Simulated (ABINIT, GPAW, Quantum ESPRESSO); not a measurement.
LiBe: 3 runs at one level of theory

```
CELL_PARAMETERS angstrom
2.81115 0.00000 0.00000
0.00000 2.81115 0.00000
0.00000 0.00000 2.81115
ATOMIC_POSITIONS crystal
Be 0.48367 0.50987 0.52702
Li 0.99911 0.00168 0.97500
```

The cell comes from a database or a generator and needn't be the stable form of this composition.

Atoms were shifted at random by some hundredths of an Å from the given cell, which wasn't relaxed again for these runs.

Alike in all runs: task single point; functional PBE; k mesh 9 × 9 × 9; occupations fermi-dirac, width 0.05 eV; no spin polarisation; no spin-orbit coupling. Pressure is positive in compression and, in plane waves, holds the error of the finite cutoff.

```
                    program and potentials  plane-wave cutoff (eV)                                     notes  pressure (GPa)  largest force (eV/Å)  energy over the undisturbed cell (meV/atom)
                  ABINIT, JTH PAW PBE v2.0                     517  3.5 valence electrons an atom on average            0.49                 0.677                                        26.35
GPAW, GPAW PAW data sets (gpaw-data 1.2.1)                     800  1.5 valence electrons an atom on average            1.70                 0.688                                        26.60
 Quantum ESPRESSO, SSSP 1.3 efficiency PBE                     748  3.5 valence electrons an atom on average            1.03                 0.679                                        26.25
```

Force on atom 1 (Be), eV/Å:

| program and potentials | x | y | z |
| --- | --- | --- | --- |
| ABINIT, JTH PAW PBE v2.0 | 0.198 | -0.107 | -0.638 |
| GPAW, GPAW PAW data sets (gpaw-data 1.2.1) | 0.201 | -0.107 | -0.649 |
| Quantum ESPRESSO, SSSP 1.3 efficiency PBE | 0.199 | -0.106 | -0.640 |

The pressure spans 0.49 (ABINIT, JTH PAW PBE v2.0) to 1.70 GPa (GPAW, GPAW PAW data sets (gpaw-data 1.2.1)).

Differences between rows come from potentials, basis sets and numerical settings, since the functional is the same but for its coding. Runs on potential files found faulty are left out.
